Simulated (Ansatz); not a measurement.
Ta$_{2}$InC:
```
CELL_PARAMETERS angstrom
      3.15175     0.00000     0.00000
     -1.57587     2.72949     0.00000
      0.00000     0.00000    14.43742
ATOMIC_POSITIONS crystal
  Ta 0.66667 0.33333 0.58312
  Ta 0.33333 0.66667 0.41688
  Ta 0.33333 0.66667 0.08312
  Ta 0.66667 0.33333 0.91688
  In 0.66667 0.33333 0.25000
  In 0.33333 0.66667 0.75000
  C  0.00000 0.00000 0.50000
  C  0.00000 0.00000 0.00000
```

Relaxed with r²SCAN. Special points in fractions of this cell's reciprocal vectors: Γ (0.000, 0.000, 0.000); M (0.500, 0.000, 0.000); K (0.333, 0.333, 0.000); A (0.000, 0.000, 0.500); L (0.500, 0.000, 0.500); H (0.333, 0.333, 0.500).

Q: List the band energies nearest the Fermi level at these points for the program Ansatz at the r²SCAN level (PAW).

A: In eV from the Fermi level; about four levels below and three above (degenerate sets whole), none deeper than 8.9 eV; points with the same levels are listed once.

```json
[
 {"k": "Γ", "below": "-0.51 -0.51 -0.50 -0.50", "above": "1.19 1.19 1.32 1.32"},
 {"k": "M", "below": "-3.66 -3.56 -2.33 -2.31", "above": "0.90 1.75 1.85"},
 {"k": "K", "below": "-2.14 -2.14 -1.71 -0.14", "above": "0.53 0.53 1.53 1.53"},
 {"k": "A", "below": "-0.51 -0.51 -0.51 -0.51", "above": "1.25 1.25 1.25 1.25"},
 {"k": "L", "below": "-3.59 -3.59 -2.32 -2.32", "above": "1.41 1.41 2.02 2.02"},
 {"k": "H", "below": "-2.06 -2.06 -0.94 -0.94", "above": "0.46 0.46 1.85 1.85"}
]
```

Space group P6_3/mmc. The first step of the workflow began from a Materials Project structure, measured or hypothetical; the Crystallography Open Database copy checked does not list it. Its standing as an ambient phase is unchecked. Symmetry was held in the r²SCAN relaxation; its stability against distortions is not shown here. The run is not spin-polarised. Scalar-relativistic: spin–orbit coupling is off unless named, which matters more the heavier the elements.

Potentials: the later of the program's two PAW sets.
